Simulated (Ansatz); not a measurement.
An input for the plane-wave PAW code Ansatz:

```yaml
crystal:
  lattice:
    - [4.0599103134, 0.0, 0.0]
    - [0.0, 4.0599103134, 0.0]
    - [0.0, 0.0, 4.0599103134]
  atoms:
    - { symbol: Eu, position: [0.0, 0.0, 0.0], spin: 6.85 }
    - { symbol: Re, position: [0.0, 0.5, 0.5] }
    - { symbol: Re, position: [0.5, 0.5, 0.0] }
    - { symbol: Re, position: [0.5, 0.0, 0.5] }
basis:
  ecutwfc: 420
  ecutrho_ratio: 4
kpoints:
  mp_grid: { grid: [8, 8, 8] }
hamiltonian:
  xc: pbesol
scf:
  occupations: { method: gaussian, width: 0.05 }
output:
  forces: true
  stress: true
  eigenvalues: true
  populations: true
magnetization:
  spin_polarized: true
```

The structure was built from a prototype; whether the compound forms in it isn't claimed.

Before reading the output: what should come out?

Pressure 0.7 GPa, gap on the mesh zero (metallic), site spin moments Eu 6.16; Re -0.10 μB (PBEsol, scalar-relativistic).

The output:

```
Eu: projections on atomic orbitals take those of the free atom [Kr 4d10] 4f7 5s2 5p6 5d0 6s2, of charge +0.00 (hamiltonian.pseudopotentials.projection_atoms); the dataset's partial waves leave at most 1.0e-3 of an orbital's norm unspanned inside its sphere
Pseudopotentials: kind: paw
Pseudopotential: Eu, paw, valence charge 17, recommended cutoff 420 eV (normal), Eu.paw.azcp
Pseudopotential: Re, paw, valence charge 15, recommended cutoff 420 eV (normal), Re.paw.azcp
Crystal: 4 atoms, lattice volume = 66.919 Å³
Basis set: ecut = 420 eV, 1357 PW (Γ), exchange–correlation on 60×60×60 points (8 copies of the dense FFT grid, shifted against one another)
Bands: 42, of which v1, the nominal top of the filled ones, is band 31 counted from 1 (30 counted from 0)
Symmetry: 48 space group operations
Space group: Pm-3m (ITA 221), of the structure as read, at distance tolerance 4.1e-5 Å
Magnetic group: BNS 221.92 (UNI 1594), of the structure as read, at distance tolerance 4.1e-5 Å
k-points: 35 of 512
Initial density: superposition of atomic densities (chi_scale 0.1, normalization cell)
Starting moments: Σ|m| = 6.85 μB on 1 of 4 sites
Initial wavefunctions: pseudopotential atomic-orbital guess
Functional: x = pbesol(κ = 0.804, μ = 0.12346), c = pbesol(β = 0.046)
```

SCF trace (energy estimate counted from the last row):
```
iteration  ΔE (eV)  density residual (eV)  M (μB)
        1   -1.061                 4.07e0   6.364
        2   -0.448                 1.77e0   6.306
        3    0.007                1.40e-2   6.106
        4  4.6e-03                3.55e-3   6.029
        5  3.7e-03                3.03e-4   5.996
        6  3.5e-03                5.82e-4   5.981
        7  3.3e-03                7.04e-5   5.968
        8    0.000                1.81e-6   5.964
        9    0.000                6.96e-8   5.963
       10    0.000                2.52e-8   5.963
       11    0.000                1.71e-8   5.963
```

```
SCF 1 converged in 11 iterations: F = -40872.105810 eV  dr2 = 1.71e-8
SCF converged after 11 iterations
Magnetization: 5.9628 μB (33.9814 up, 28.0186 down)
Absolute magnetization: 6.6174 μB (∫|ρ↑−ρ↓|, with the PAW one-centre terms)
Per-site moments (μB) at R_I (Å): [(6.15605, 1.18420), (-0.09958, 1.18420), (-0.09958, 1.18420), (-0.09958, 1.18420)]
Free energy (F): -40872.105810 eV
E sigma→0 (E₀):  -40872.101719 eV
Entropy (-TS):   -0.008182 eV (-2.045 meV/atom)
Fermi energy:    21.381356 eV
--- Per-component energies (eV) ---
  E_band       = -150.626749
  E_kinetic    = 1996.984247
  E_local      = -3799.801156  (includes V_loc(G=0)·N_el)
  E_nonlocal   = 596.674944
  E_hartree    = 1407.761720
  E_xc         = -1387.898869
  E_vxc        = -1125.510085  (∫ρ·V_xc dr)
  E_paw        = -31861.439794  (= ΣΔE_a)
  E_vpaw       = -634.501814  (= ΣTr[D̂ρ^β])
  E_aug_tail   = -0.000197  (compensation charges beyond the density's cutoff)
  E_ewald      = -7825.665138
  E_core_change = 1.286616  (= ΣΔE_core)
  E_smearing   = -0.008182  (= −TS)
--- Forces (eV/Å), atoms counted from 1 ---
  atom   1  Eu     0.00000000     0.00000000     0.00000000
  atom   2  Re     0.00000000     0.00000000     0.00000000
  atom   3  Re     0.00000000     0.00000000     0.00000000
  atom   4  Re     0.00000000     0.00000000     0.00000000
--- Stress (GPa, compression-positive) ---
        0.666660       0.000000       0.000000
        0.000000       0.666660       0.000000
        0.000000       0.000000       0.666660
  P = ⅓ Tr σ = 0.6667 GPa (6.667 kbar)
--- Löwdin populations: 4 sites ---
  site symbol       q [e]    m [muB]
     0     Eu     18.1131     6.3675
     1     Re     14.5357    -0.1337
     2     Re     14.5357    -0.1337
     3     Re     14.5357    -0.1337
```

It took roughly 11 core-seconds on a shared host.

Absolute energies hang on the potentials; compare differences alone.

Without a U the 4f levels of Eu lie too near the Fermi level, so their share of the states there, and what hangs on it, is overstated. Scalar-relativistic only: spin–orbit splittings of the heavy atoms' levels are missing. Site moments are of spin, integrated over atomic spheres. A displaced or strained copy of the relaxed cell lay 0.9 meV/atom lower, so on this mesh the structure isn't a minimum; in a metal a finer mesh can change so small a difference. Only parallel moments were tried, so the real magnetic order may be another.
